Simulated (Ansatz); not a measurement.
## Relaxing TiO$_{2}$

Method: Ansatz 0.2.0, DFT r2SCAN, scalar-relativistic, plane waves, PAW. Run with 500 eV cutoff, 8×8×8 k-mesh, Gaussian smearing of 0.02 eV, no spin polarisation.

What was changed: relaxed at 5 GPa.

Other phases may be more stable at this pressure.

Command:

```bash
ansatz run input.yaml --threads 2 --pin off --max-ram 5120MiB --backend cpu --events-out ev --progress --plain --runs-dir out
```

Input:

```yaml
crystal:
  lattice:
    - [-4.3115908748, 4.3115908748, 1.867752219]
    - [4.3115908748, -4.3115908748, 1.867752219]
    - [4.3115908748, 4.3115908748, -1.867752219]
  atoms:
    - { symbol: Ti, position: [0.2915204314, 0.0013461627, 0.2928665941] }
    - { symbol: Ti, position: [0.0013461627, 0.7084795686, 0.7098257313] }
    - { symbol: Ti, position: [0.9986538373, 0.2915204314, 0.2901742687] }
    - { symbol: Ti, position: [0.7084795686, 0.9986538373, 0.7071334059] }
    - { symbol: O, position: [0.4995441144, 0.1512081542, 0.6507522686] }
    - { symbol: O, position: [0.1609304464, 0.8398839101, 0.0008143565] }
    - { symbol: O, position: [0.1512081542, 0.5004558856, 0.6516640398] }
    - { symbol: O, position: [0.1601160899, 0.1609304464, 0.3210465364] }
    - { symbol: O, position: [0.8398839101, 0.8390695536, 0.6789534636] }
    - { symbol: O, position: [0.8487918458, 0.4995441144, 0.3483359602] }
    - { symbol: O, position: [0.8390695536, 0.1601160899, 0.9991856435] }
    - { symbol: O, position: [0.5004558856, 0.8487918458, 0.3492477314] }
basis:
  ecutwfc: 500
kpoints:
  mp_grid: { grid: [8, 8, 8] }
hamiltonian:
  xc: r2scan
scf:
  occupations: { method: gaussian, width: 0.02 }
output:
  forces: true
  stress: true
  eigenvalues: true
relax:
  adjacent_minimum: "off"
  f_tol: 0.008
  max_steps: 50
  cell: { stress_tol: 0.08, p_target: 5.0 }
```

F is the free energy. Steps run on the plane waves of an earlier cell, but the last one, and at times one on the way, on a freshly chosen basis, so a repeated geometry can differ a little in energy. The relaxation lowers the enthalpy F + PV at the target pressure, so F itself can rise.

Steps:

| step | F − F(1) (eV) | largest force component (eV/Å) | V (Å³/atom) | P (GPa) |
| --- | --- | --- | --- | --- |
| 1 | 0.0000 | 0.127 | 11.574 | 5.33 |
| 2 | -0.0020 | 0.041 | 11.575 | 5.14 |
| 3 | -0.0032 | 0.006 | 11.577 | 4.98 |
| 4 | -0.0026 | 0.004 | 11.575 | 5.00 |
| 5 | -0.0025 | 0.004 | 11.575 | 5.00 |

Relaxed structure:

```xyz
12
Lattice="-4.3065 4.3065 1.8724 4.3065 -4.3065 1.8724 4.3065 4.3065 -1.8724" Properties=species:S:1:pos:R:3 pbc="T T T"
Ti    0.0125    2.5167    0.0000
Ti    6.0963    0.0125    0.0000
Ti   -1.7898    4.2940    1.8724
Ti    4.2940    1.7898    1.8724
O     1.3026    4.3038    0.0000
O     2.9225   -2.9141    1.8724
O     4.3092    1.3026    0.0000
O     1.3924    1.3840    0.0000
O     2.9141    2.9225    1.8724
O    -0.0027    3.0039    1.8724
O     1.3840    7.2206    0.0000
O     3.0039    0.0027    1.8724
```

Symmetry: I4/m, No. 87, tetragonal system. The conventional cell has a = 8.613 Å, b = 8.613 Å, c = 3.745 Å, α = 90.00°, β = 90.00°, γ = 90.00°. Around Ti (site symmetry m) lie 4 O at 1.79 to 1.93 Å. Around O (site symmetry m) lie 4 Ti at 1.93 to 2.22 Å. O (site symmetry m) is surrounded by 2 Ti at 1.79 Å.

The run converged. Time: 3.6 min on 2 threads of Arm Neoverse V1 (shared host), peak memory 1.3 GiB.